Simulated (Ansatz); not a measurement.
What moves the field gradients of Si3N4?

Cell of run 1: an entry of the Crystallography Open Database (COD; perhaps a calculated or model structure).

Space group P6_3/m (No. 176); a = 7.6020, c = 2.9060 Å, γ = 120.00°.

```csv
site,Wyckoff,site symmetry,x,y,z
Si,6h,m..,0.7685,0.1746,0.2500
N7,6h,m..,0.0305,0.3302,0.2500
N13,2d,-6..,0.6667,0.3333,0.2500
```

One atom of each set is listed.

Relaxed positions (PBE, cell held):

Si (0.7680, 0.1741, 0.2500)
N7 (0.0300, 0.3299, 0.2500)
N13 (0.6667, 0.3333, 0.2500)

All runs are DFT with Ansatz 0.2.0 (plane waves and PAW, scalar-relativistic unless spin–orbit coupling is named, Γ-centred meshes, Fermi–Dirac smearing where given) in this cell.

Run 1: PBE, atoms as given; 420 eV, 4×4×10 k-points, smearing 0.02 eV.
Run 2: PBE, atoms relaxed; 420 eV, 4×4×10 k-points, smearing 0.02 eV.
Run 3: r2SCAN, at the relaxed atoms; 500 eV, 4×4×10 k-points, smearing 0.02 eV.
Run 4: LDA, at the relaxed atoms; 420 eV, 4×4×10 k-points, smearing 0.02 eV.

```tsv
run	Si V_zz (η)	N7 V_zz (η)	N13 V_zz (η)
1	0.97 (0.42)	-4.93 (0.07)	-4.90 (0.00)
2	0.97 (0.43)	-4.93 (0.07)	-4.88 (0.00)
3	0.97 (0.40)	-4.92 (0.08)	-4.95 (0.00)
4	?	?	?
```

V_zz in 10²¹ V/m².

Question: Estimate the row of run 4.

Answer: Si: 0.96 (0.43); N7: -4.75 (0.08); N13: -4.69 (0.00). It lies nearest to run 2, from whose tensors on these sites it differs by 0.19 at most (largest principal value of the difference, on N13). Taken one at a time, the functional (between the two that differ most) moves the tensors on these sites by up to 0.26 (largest principal value of the change, on N13), the positions of the atoms (as given or relaxed) by 0.03 (N7).

The cell isn't the equilibrium one in runs 1, 2 (calculated pressure 6, 6 GPa), and the entry's cell may itself be off.
